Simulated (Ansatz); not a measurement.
ZnS:
```cif
data_S2Zn2
_chemical_formula_sum 'Zn2 S2'
_space_group_name_H-M_alt 'P63/mmc'
_space_group_IT_number 194
_space_group_name_Hall '-P 6c 2c'
_cell_length_a 3.59018
_cell_length_b 3.59018
_cell_length_c 5.88004
_cell_angle_alpha 90.000
_cell_angle_beta 90.000
_cell_angle_gamma 120.000
loop_
_atom_site_label
_atom_site_type_symbol
_atom_site_symmetry_multiplicity
_atom_site_Wyckoff_symbol
_atom_site_fract_x
_atom_site_fract_y
_atom_site_fract_z
_atom_site_occupancy
Zn1 Zn 2 a 0.00000 0.00000 0.00000 1
S1 S 2 c 0.33333 0.66667 0.25000 1
```

Relaxed with r²SCAN. r²SCAN in the plane-wave PAW code Ansatz gives a gap of 0.82 eV.

What gap does HSE06 give on the same cell (Ansatz, PAW)?

1.48 eV, 0.66 eV more. The hybrid was solved on a coarser mesh and at special points; its gap is the smallest among all of these.

```tsv
k	v1 r²SCAN	c1 r²SCAN	v1 HSE06	c1 HSE06
Γ	-0.11	2.27	-0.15	2.78
A	-0.37	4.31	…	…
K	-2.50	0.82	-2.67	1.48
H	-0.41	4.19	…	…
M	-0.11	2.93	…	…
L	-1.52	2.54	…	…
```

Top valence (v1) and lowest conduction level (c1) in eV from each method's valence maximum (which need not be a listed point): supply the withheld HSE06 values.


- M, v1 HSE06: -0.15
- M, c1 HSE06: 3.62
- H, v1 HSE06: -0.45
- H, c1 HSE06: 5.00
- L, v1 HSE06: -1.61
- L, c1 HSE06: 3.18
- A, v1 HSE06: -0.37
- A, c1 HSE06: 4.84

Cost on shared cores: the r²SCAN run (SCF on a 9×9×5 mesh, then bands and DOS) roughly 30 core-seconds, the HSE06 run (SCF on 7×7×4, then a few points) about 2.7 core-minutes (a rough figure); the tasks are unlike.

Space group P6_3/mmc (NiAs type). The start of the workflow was typed in or built on a structure type; neither database checked (COD, Materials Project) lists it. It is not the phase usual at ambient conditions (space group No. 186, 216). Symmetry was held in the r²SCAN relaxation; whether a distortion lowers the energy is not shown.

Potentials: the earlier of the program's two PAW sets.
